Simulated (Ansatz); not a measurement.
Starting cell, Al (fcc, Cu type):

```
Al
1.0
    4.03999     0.00000     0.00000
    0.00000     4.03999     0.00000
    0.00000     0.00000     4.03999
Al
4
Direct
  0.00000   0.00000   0.00000
  0.50000   0.50000   0.00000
  0.50000   0.00000   0.50000
  0.00000   0.50000   0.50000
```

Scan: atom 3 (Al, nearest neighbour Al at 2.857 Å; its periodic images, 4.0 Å or more away, move with it) is displaced towards the nearest neighbour, direction (-0.707, 0.707, 0.000) in Cartesian axes, by s. The other atoms stay.

All values below come from PBE (plane waves to 420 eV, PAW, scalar-relativistic; Ansatz, a program for electronic structure). k mesh 9×9×9 (Γ-centred), Fermi-Dirac smearing 0.05 eV. The energy includes the smearing's −TS. With partly filled bands, energies and forces of such displacements shift with the k mesh and the smearing. On this mesh the relaxed cell isn't quite at rest: it carries a pressure of 0.2 GPa (compression positive) at the zero of the scan. Al was relaxed with its symmetry unable to fall. The PAW data are Ansatz's earlier set. The zero of ΔE is the undisplaced structure. The last digit holds for this mesh only.

```json
[
 {"s (Å)": "-0.290", "ΔE (meV/cell)": "withheld"},
 {"s (Å)": "-0.232", "ΔE (meV/cell)": "122.0"},
 {"s (Å)": "-0.174", "ΔE (meV/cell)": "67.4"},
 {"s (Å)": "-0.116", "ΔE (meV/cell)": "29.6"},
 {"s (Å)": "-0.058", "ΔE (meV/cell)": "7.3"},
 {"s (Å)": "0.000", "ΔE (meV/cell)": "0.0"},
 {"s (Å)": "0.058", "ΔE (meV/cell)": "7.3"},
 {"s (Å)": "0.116", "ΔE (meV/cell)": "29.6"},
 {"s (Å)": "0.174", "ΔE (meV/cell)": "67.4"},
 {"s (Å)": "0.232", "ΔE (meV/cell)": "122.0"},
 {"s (Å)": "0.290", "ΔE (meV/cell)": "withheld"}
]
```

Problem. Fit an even polynomial form (powers 2, 4) to the given rows and predict ΔE at s = 0.290.

Solution. Least squares on the 9 given rows: ΔE = (2175)·s² + (1702)·s⁴, in meV/cell with s in Å; root-mean-square residual 0.02 meV/cell. At 0.290 the fit gives 195.0 meV/cell; the calculation gives 195.2 meV/cell, so the extrapolation is off by -0.2 (-0.1 %). The quadratic term alone would give 182.9 meV/cell.

(A displaced cell: forces are minus the slopes of the energy, force constants its curvatures, and phonons follow from these.)
